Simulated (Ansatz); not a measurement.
Theory: DFT PBE, scalar-relativistic, plane waves, PAW in Ansatz. Cutoff 420 eV, Γ-centred 20×20×20 mesh (2-atom cell), Gaussian smearing of 0.10 eV, no spin polarisation.

The zero of energy is the elements' standard structures at the same level (O₂ as a molecule); no fitted shifts are applied.

Question: Suggest a trial structure for a cubic metal made of Ga and O, with a formation energy near −1.01 eV/atom and a density near 4.99 g/cm³, in a cell of 2 atoms.

Answer: GaO, space group F-43m (No. 216). Around Ga lie 4 O at 2.10 Å; around O lie 4 Ga at 2.10 Å.

Space group F-43m (No. 216). a = 4.850 Å, b = 4.850 Å, c = 4.850 Å, α = 90.00°, β = 90.00°, γ = 90.00°
```json
{"atom": "Ga", "site": "4a", "symmetry": "-43m", "x": "0.0000", "y": "0.0000", "z": "0.0000"}
{"atom": "O", "site": "4c", "symmetry": "-43m", "x": "0.2500", "y": "0.2500", "z": "0.2500"}
```

| Quantity | Value |
| --- | --- |
| Volume per atom | 14.26 Å³ |
| Density | 4.99 g/cm³ |
| Energy over the elements | −1.01 eV/atom |
| Gap on the 20×20×20 mesh of the 2-atom cell | 0 eV (a metal) |

It was reached by relaxing an invented guess, and it needn't be the stable form of this composition. Other answers may fit too; this one was computed.

An odd number of electrons in the primitive cell allows no gap without spin; a larger cell or a magnetic state could open one. Symmetry constrained the relaxation, so the result can be a saddle point.
